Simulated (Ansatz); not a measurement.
## Ti: two-dimensional strain map

The calculation used Ansatz 0.2.0, DFT PBEsol, scalar-relativistic, plane waves, PAW. Settings: plane waves to 420 eV, k-mesh 20×20×20 (Γ-centred), Gaussian smearing 0.15 eV. No spin polarisation. Energies are free energies at this smearing, counted from the undisturbed cell; pressure is positive in compression.

The undisturbed cell (as given, not relaxed at this level; it stands at -6.7 GPa; this bcc form isn't the usual structure):

```yaml
crystal:
  lattice:
    - [-1.64100, 1.64100, 1.64100]
    - [1.64100, -1.64100, 1.64100]
    - [1.64100, 1.64100, -1.64100]
  atoms:
    - { symbol: Ti, position: [0.00000, 0.00000, 0.00000] }
```

The cell is strained by p along both x and y and by q along z, fractional coordinates fixed. Points are written (p, q).

p was sampled at -0.080, -0.040, 0.000, 0.040, 0.080 and q at -0.080, -0.040, 0.000, 0.040, 0.080.

**Question.** Where on the computed points is the energy highest, and how high?

**Answer.** At (0.080, 0.080): 418.8 meV/atom.

**Question.** Away from (0, 0), which computed point is lowest?

**Answer.** (-0.080, 0.080): -35.2 meV/atom.

The map, in meV/atom:

| p \ q | -0.080 | -0.040 | 0.000 | 0.040 | 0.080 |
| --- | --- | --- | --- | --- | --- |
| -0.080 | 187.7 | 98.7 | 35.3 | -8.0 | -35.2 |
| -0.040 | 33.7 | -5.6 | -24.2 | -25.7 | -13.9 |
| 0.000 | -29.7 | -22.6 | 0.0 | 35.3 | 80.9 |
| 0.040 | -16.6 | 27.6 | 87.1 | 155.4 | 230.4 |
| 0.080 | 63.3 | 133.7 | 221.3 | 318.2 | 418.8 |